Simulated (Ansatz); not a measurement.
# Zr$_{3}$Cd$_{2}$: computed DOS

```xyz
5
Lattice="5.3000 0.0000 0.0000 0.0000 6.5200 0.0000 0.0000 0.0000 7.8600" Properties=species:S:1:pos:R:3 pbc="T T T"
Zr    0.0000    0.0000    3.9300
Zr    2.6500    0.0000    0.0000
Zr    0.0000    0.0000    0.0000
Cd    2.6500    3.2600    3.9300
Cd    2.6500    0.0000    3.9300
```

The cell comes from COD entry 2106134, which wasn't checked; take it as a given geometry.

All numbers below come from Ansatz 0.2.0, DFT, PBE, all-electron LAPW, scalar-relativistic.

The runs use a Γ-centred 5×5×4 k mesh, Fermi–Dirac smearing of 0.05 eV, basis error target 1 meV/atom, no spin polarisation.

States per eV and cell, averaged over 0.6 eV, from -9.4 to 1.2 eV, with energies (bin centres) from the Fermi level; empty bins are left out. The partial columns, the largest 4 alone, are projections on Löwdin-orthogonalised atomic shells (those that the program's projection atoms carry: the occupied ones and, for some elements, an empty d or f shell; other empty shells have no column), summed over atoms of an element. Weights on diffuse s and p shells depend on that basis and aren't pure angular character.

```tsv
E (eV)	total	Zr 4d	Cd 4d	Zr 5s	Cd 5s
-9.2	2.01	0.07	1.91	0.02	0.00
-8.6	22.83	0.11	22.68	0.01	0.02
-8.0	8.49	0.01	8.47	0.00	0.01
-4.4	1.62	0.12	0.04	0.46	0.98
-3.8	1.51	0.09	0.02	0.25	1.12
-3.2	0.21	0.01	0.00	0.03	0.17
-2.6	1.95	0.39	0.00	0.39	1.08
-2.0	2.78	0.75	0.01	1.09	0.77
-1.4	5.87	4.01	0.02	1.16	0.49
-0.8	5.06	3.79	0.01	0.82	0.17
-0.2	9.27	7.07	0.02	0.81	0.13
0.4	11.05	8.94	0.05	0.79	0.38
1.0	10.06	7.69	0.04	0.69	0.40
```

Which of the resolved shells contributes most within 0.3 eV of the Fermi level?

Zr 4d, with 79 % of all states there; Zr 5s follows with 8 %.

Where is the centre of the filled Zr 4d states between -14 eV and the top of the filled states?

-1.05 eV from the Fermi level.
